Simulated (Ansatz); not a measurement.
**What a trial cell of CaMg₂O₃ relaxes into**

Theory: Ansatz, DFT PBE, scalar-relativistic, plane waves, PAW. Cutoff 420 eV, Gaussian smearing, Γ-centred meshes. Cell and atoms relax first on a coarse mesh and then on a finer one. In between, the cell is made exact in the group found at 0.06 Å. In metals the finer mesh still leaves noise of several meV/atom or more. The steps can't lower the symmetry of their start. No spin polarisation in the relaxation; trial moments died out in a coarse test.

The cell of CaMg₂O₃ is invented: random cell by space group and Wyckoff sites (P6/mmm, No. 191). Lengths were set from tabulated atomic sizes, so they are only a guess.

```cif
data_structure
_symmetry_space_group_name_H-M 'P6/mmm'
_symmetry_Int_Tables_number 191
_cell_length_a 3.7000
_cell_length_b 3.7000
_cell_length_c 6.9653
_cell_angle_alpha 90.000
_cell_angle_beta 90.000
_cell_angle_gamma 120.000
_cell_volume 82.58
loop_
_atom_site_label
_atom_site_type_symbol
_atom_site_symmetry_multiplicity
_atom_site_Wyckoff_symbol
_atom_site_fract_x
_atom_site_fract_y
_atom_site_fract_z
_atom_site_occupancy
Ca1 Ca 1 b 0.00000 0.00000 0.50000 1
Mg1 Mg 2 e 0.00000 0.00000 0.87161 1
O1 O 3 g 0.50000 0.00000 0.50000 1
```

Formation energies are uncorrected and refer to the elements' standard structures at the same level (O₂ as a molecule).

**Question.** What does it relax into?

**Answer.** The symmetry stays P6/mmm (No. 191). The volume per atom grows by 104.4 %, from 13.8 to 28.1 Å³. The shortest distance goes from 1.79 Å (Mg–Mg) to 2.22 Å (Ca–O and O–O). The ratio c/a of the conventional cell changes by a factor of 1.18. The energy falls by about 1.9 eV/atom (the start's value is from the coarse mesh). Conventional cell: a = 4.443 Å, c = 9.874 Å. Around Ca lie 6 O at 2.22 Å and 2 Mg at 3.30 Å; Mg has 1 Mg at 3.27 Å and 1 Ca at 3.30 Å; O has 2 Ca at 2.22 Å and 4 O at 2.22 Å.

```cif
data_structure
_symmetry_space_group_name_H-M 'P 1'
_symmetry_Int_Tables_number 1
_cell_length_a 4.4427
_cell_length_b 4.4427
_cell_length_c 9.8745
_cell_angle_alpha 90.000
_cell_angle_beta 90.000
_cell_angle_gamma 120.000
_cell_volume 168.78
loop_
_atom_site_label
_atom_site_type_symbol
_atom_site_fract_x
_atom_site_fract_y
_atom_site_fract_z
_atom_site_occupancy
Ca1 Ca 0.00000 0.00000 0.50000 1
Mg1 Mg 0.00000 0.00000 0.83457 1
Mg2 Mg 0.00000 0.00000 0.16543 1
O1 O 0.50000 0.00000 0.50000 1
O2 O 0.00000 0.50000 0.50000 1
O3 O 0.50000 0.50000 0.50000 1
```

**Question.** How does it come out in energy, and is it a metal?

**Answer.** The energy over the elements is +0.13 eV/atom and the gap on the 12×12×4 mesh of the 6-atom cell is 0 eV (a metal).

The separate elements lie lower, so it is unstable against them.

The last run used Gaussian smearing of 0.10 eV. Symmetry constrained the relaxation, so the result can be a saddle point. Another cell of CaMg2O3 relaxed alike, in P-3m1, lies 2.83 eV/atom lower, so this cell isn't the stable form at this level.
